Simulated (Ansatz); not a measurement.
Si2Ni:
```cif
data_Ni4Si8
_chemical_formula_sum 'Si8 Ni4'
_space_group_name_H-M_alt 'Fm-3m'
_space_group_IT_number 225
_space_group_name_Hall '-F 4 2 3'
_cell_length_a 5.34846
_cell_length_b 5.34846
_cell_length_c 5.34846
_cell_angle_alpha 90.000
_cell_angle_beta 90.000
_cell_angle_gamma 90.000
loop_
_atom_site_label
_atom_site_type_symbol
_atom_site_symmetry_multiplicity
_atom_site_Wyckoff_symbol
_atom_site_fract_x
_atom_site_fract_y
_atom_site_fract_z
_atom_site_occupancy
Si1 Si 8 c 0.25000 0.25000 0.25000 1
Ni1 Ni 4 a 0.00000 0.00000 0.00000 1
```
(The calculation used a cell of 3 atoms; values per cell refer to that cell.)

Relaxed with LDA.

**Question.** Decompose the optical modes at the zone centre into irreducible representations, and say which are infrared and Raman allowed.

**Answer.** Point group m-3m: Γ_opt = T1u + T2g. Infrared: T1u. Raman: T2g.

**Question.** Assign frequencies (DFPT, DFT-LDA in the program Ansatz with PAW potentials).

**Answer.** T1u 314, T2g 333 cm⁻¹.

Symmetry was held in the LDA relaxation; of distortions, only those at the zone centre were tested. No spin polarisation was allowed. As this level gives no gap, phonon frequencies hold no LO–TO term and depend on the k-mesh and smearing (Fermi–Dirac, 0.1 eV here).

Potentials: the later of the program's two PAW sets.
